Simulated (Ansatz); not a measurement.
Hf3N4 (space group I-43d)

```
Hf3N4
1.0
   -3.36712     3.36712     3.36712
    3.36712    -3.36712     3.36712
    3.36712     3.36712    -3.36712
Hf N
6 8
Direct
  0.87500   0.25000   0.12500
  0.75000   0.37500   0.62500
  0.62500   0.75000   0.37500
  0.25000   0.12500   0.87500
  0.12500   0.87500   0.25000
  0.37500   0.62500   0.75000
  0.50000   0.00000   0.63303
  0.00000   0.13303   0.50000
  0.86697   0.86697   0.86697
  0.13303   0.50000   0.00000
  0.00000   0.63303   0.50000
  0.50000   0.00000   0.13303
  0.63303   0.50000   0.00000
  0.36697   0.36697   0.36697
```

E(V) scan at fixed shape, V₀ the volume above. The atoms relax within the cell's symmetry.

Level of theory: PBE (plane waves to 420 eV, PAW, scalar-relativistic; Ansatz, an electronic-structure program). k mesh 6×6×6 (Γ-centred), Fermi-Dirac smearing 0.05 eV. The energy includes the smearing's −TS. Stress and pressure are positive under compression. Hf3N4 is run without spin polarisation. Hf3N4 was relaxed with its symmetry unable to fall. Spin-orbit coupling is left out, though Hf is heavy. ΔE is measured from the relaxed starting cell.

```json
[
 {"V (Å³/atom)": "9.816", "ΔE (meV/atom)": "94.1"},
 {"V (Å³/atom)": "10.089", "ΔE (meV/atom)": "49.6"},
 {"V (Å³/atom)": "10.362", "ΔE (meV/atom)": "20.6"},
 {"V (Å³/atom)": "10.634", "ΔE (meV/atom)": "4.9"},
 {"V (Å³/atom)": "10.907", "ΔE (meV/atom)": "0.0"},
 {"V (Å³/atom)": "11.180", "ΔE (meV/atom)": "4.1"},
 {"V (Å³/atom)": "11.452", "ΔE (meV/atom)": "14.9"},
 {"V (Å³/atom)": "11.725", "ΔE (meV/atom)": "withheld"},
 {"V (Å³/atom)": "11.998", "ΔE (meV/atom)": "49.3"}
]
```

Question: Fit a third-order Birch-Murnaghan form (E₀, V₀, B₀, B₀′ free) to the given rows and predict ΔE at V = 11.725.

Answer: Least squares on the 8 given rows: ΔE = E₀ + (9V₀B₀/16)·y²·[2 + (B₀′ − 4)y], y = (V₀/V)^(2/3) − 1, with V₀ = 10.913 Å³/atom, B₀ = 197.3 GPa (160.2 GPa = 1 eV/Å³; the term in eV is multiplied by 1000), B₀′ = 8.37, E₀ = 0.38 meV/atom; root-mean-square residual 0.29 meV/atom. At 11.725 the fit gives 30.0 meV/atom; the calculation gives 30.5 meV/atom, so the interpolation is off by -0.5 (-1.6 %). For the pressure the fit gives -10.4 GPa against the computed -10.3 GPa.

(Under strain, the slope of the energy per volume gives the stress and its curvature an elastic modulus.)
